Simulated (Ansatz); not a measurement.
## In₄Sb₃As (P-43m)

Theory: Ansatz, DFT PBE, scalar-relativistic, plane waves, PAW.

Plane waves to 420 eV, a k mesh through Γ of 6×6×6 on the computed 8-atom cell and Gaussian smearing (0.10 eV); no spin polarisation.

The structure is relaxed at this level of theory with its symmetry kept, and needn't be the ground state of this composition.

Space group P-43m (No. 215). a = 6.526 Å, b = 6.526 Å, c = 6.526 Å, α = 90.00°, β = 90.00°, γ = 90.00°
| atom | site | symmetry | x | y | z |
| --- | --- | --- | --- | --- | --- |
| In | 4e | .3m | 0.2417 | 0.7583 | 0.2417 |
| Sb | 3c | -42.m | 0.0000 | 0.5000 | 0.5000 |
| As | 1a | -43m | 0.0000 | 0.0000 | 0.0000 |

| Item | Value |
| --- | --- |
| Space group | P-43m (No. 215) |
| Volume per atom | 34.74 Å³ |
| Formation energy from the elements' standard states (uncorrected) | -0.142 eV/atom |
| Kohn–Sham band gap | zero, with almost no states at the Fermi level |
| Density of states at the Fermi level | 0.0 states/eV per cell |
| Orbital (Löwdin) character within 0.5 eV of the Fermi level | Sb 5p 60 %, In 5p 19 %, As 4p 14 % |
| Bulk modulus | 39 GPa |
| Its pressure derivative | 4.8 |
| Bader charge by site (e) | In (4 in the cell) 0.52, Sb (3 in the cell) -0.47, As (1 in the cell) -0.70 |

Spin-orbit coupling is left out, which matters for the bands of heavy elements.

The cell was found from a structure generator's guess, not taken from experiment. Löwdin shares on free-atom orbitals overweight diffuse shells.
